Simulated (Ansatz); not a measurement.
A trial structure of TaTi₄ was built thus: random cell by space group and Wyckoff sites (I4/mmm, No. 139). Its size is a rough estimate.

```
CELL_PARAMETERS angstrom
-2.63701 2.63701 2.77377
2.63701 -2.63701 2.77377
2.63701 2.63701 -2.77377
ATOMIC_POSITIONS crystal
Ti 0.00000 0.70856 0.70856
Ti 0.00000 0.29144 0.29144
Ti 0.70856 0.00000 0.70856
Ti 0.29144 0.00000 0.29144
Ta 0.50000 0.50000 0.00000
```

Method: DFT PBE, scalar-relativistic, plane waves, PAW in Ansatz 0.2.0. Cutoff 420 eV, Gaussian smearing, Γ-centred meshes. Cell and atoms relax first on a coarse mesh, the cell is then made exact in the group found at 0.06 to 0.08 Å, and last on a converged mesh; the steps can't lower the symmetry of their start. No spin polarisation.

A guess keeps its type if space group and coordination stay and the shape of the cell changes little (axis ratios within about 15 %, angles within 6°); the volume may change.

Problem. Does it keep its structure type, or change into something else?

Solution. It doesn't keep its type. The symmetry stays I4/mmm (No. 139). The volume per atom grows by 13.7 %, from 15.4 to 17.5 Å³. The shortest distance goes from 2.17 Å (Ti–Ti) to 2.60 Å (Ti–Ti). The ratio c/a of the conventional cell changes by a factor of 0.64. Counting neighbours within 15 % of an atom's shortest distance, the start has Ta 16, Ti 3 and the end Ta 8, Ti 9. In detail, at the end Ti has 3 Ti at 2.60–2.67 Å, 4 Ti at 2.83 Å, 2 Ta at 2.87 Å and 2 Ta at 3.44 Å; around Ta lie 8 Ti at 2.87 Å and 8 Ti at 3.44 Å.

Space group I4/mmm (No. 139). a = 6.377 Å, b = 6.377 Å, c = 4.315 Å, α = 90.00°, β = 90.00°, γ = 90.00°
```tsv
atom	site	symmetry	x	y	z
Ti	8i	m2m.	0.2037	0.5000	0.5000
Ta	2b	4/mmm	0.0000	0.0000	0.5000
```

The last run used an 8×8×8 mesh for its 5-atom cell and Gaussian smearing of 0.10 eV. These runs have no spin–orbit coupling, which can matter for Ta. Symmetry constrained the relaxation, so the result can be a saddle point. Another cell of the same search, in Cmcm, lies 92 meV/atom lower, so this cell isn't the stable form at this level.
